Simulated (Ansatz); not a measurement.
YPd$_{2}$Si$_{2}$ (space group I4/mmm)

```
CELL_PARAMETERS angstrom
     -2.04803     2.04803     4.95527
      2.04803    -2.04803     4.95527
      2.04803     2.04803    -4.95527
ATOMIC_POSITIONS crystal
  Y  0.00000 0.00000 0.00000
  Si 0.61688 0.61688 0.00000
  Si 0.38312 0.38312 0.00000
  Pd 0.75000 0.25000 0.50000
  Pd 0.25000 0.75000 0.50000
```

Scan: atom 3 (Si, nearest neighbour Si at 2.317 Å; its periodic images, 4.1 Å or more away, move with it) is displaced along Cartesian z, direction (0.000, 0.000, 1.000) in Cartesian axes, by s. The other atoms stay.

These are PBEsol (plane waves to 420 eV, PAW, scalar-relativistic; Ansatz, a quantum-chemistry and plane-wave program) values and carry that method's errors. k mesh 13×13×13 (Γ-centred), Fermi-Dirac smearing 0.05 eV. The energy includes the smearing's −TS. Left out: 1 of 11 points, with atoms too close for the PAW data. With partly filled bands, energies and forces of such displacements shift with the k mesh and the smearing. YPd2Si2 is run without spin polarisation. YPd2Si2 was relaxed with its symmetry unable to fall. The zero of ΔE is the undisplaced structure.

The scan covers s from -0.690 to 0.552 Å in 10 points.

Is this a single well or a double well?

A single well with its minimum at or next to zero displacement.

Is the energy the same for displacements of ±0.552 Å, and if not, which side lies higher?

Not even: the positive side lies higher at ±0.552 Å. With its periodic images moving along, the atom's site symmetry in this cell is 4mm.

What force acts on the atom along the line at s = -0.690 Å?

5.94 eV/Å.

What is the energy change at s = 0.552 Å?

3604 meV/cell.

What is the force constant k = d²E/ds² of this move at s = 0?

13.9 eV/Å².

(For displaced atoms, the force is minus the slope of the energy, and its curvature is a force constant, which sets phonon frequencies.)
